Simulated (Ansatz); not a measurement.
Data:

YGa$_{2}$Ni:
```cif
data_Ga4Ni2Y2
_chemical_formula_sum 'Ga4 Ni2 Y2'
_space_group_name_H-M_alt 'P 1'
_space_group_IT_number 1
_cell_length_a 5.47215
_cell_length_b 5.47215
_cell_length_c 6.63217
_cell_angle_alpha 90.000
_cell_angle_beta 90.000
_cell_angle_gamma 136.353
loop_
_space_group_symop_operation_xyz
  'x, y, z'
loop_
_atom_site_label
_atom_site_type_symbol
_atom_site_fract_x
_atom_site_fract_y
_atom_site_fract_z
_atom_site_occupancy
Ga1 Ga 0.64947 0.35053 0.55508 1
Ga2 Ga 0.35053 0.64947 0.05508 1
Ga3 Ga 0.35053 0.64947 0.44492 1
Ga4 Ga 0.64947 0.35053 0.94492 1
Ni1 Ni 0.21169 0.78831 0.75000 1
Ni2 Ni 0.78831 0.21169 0.25000 1
Y1 Y 0.93124 0.06876 0.75000 1
Y2 Y 0.06876 0.93124 0.25000 1
```

This is the r²SCAN-relaxed structure.

Q: All from DFT-r²SCAN in the program Ansatz with PAW potentials, unless another level is named. Give the formation energy from the elements (no fitted shifts).

A: -707 meV/atom.

Q: What about the density of states at the Fermi level?

A: 0.35 states/eV per atom (mean over ±0.08 eV).

Space group Cmcm. The workflow started from an entry of the Crystallography Open Database (COD). Its standing as an ambient phase is unchecked. The cell was relaxed with r²SCAN under the symmetry of its start; its stability against distortions is not shown here. The workflow began spin-polarised and lost its moments. The references are the lowest solids computed at this level, not always the standard phases. Scalar-relativistic: spin–orbit coupling is off unless named, which matters more the heavier the elements.

Potentials: the later of the program's two PAW sets.
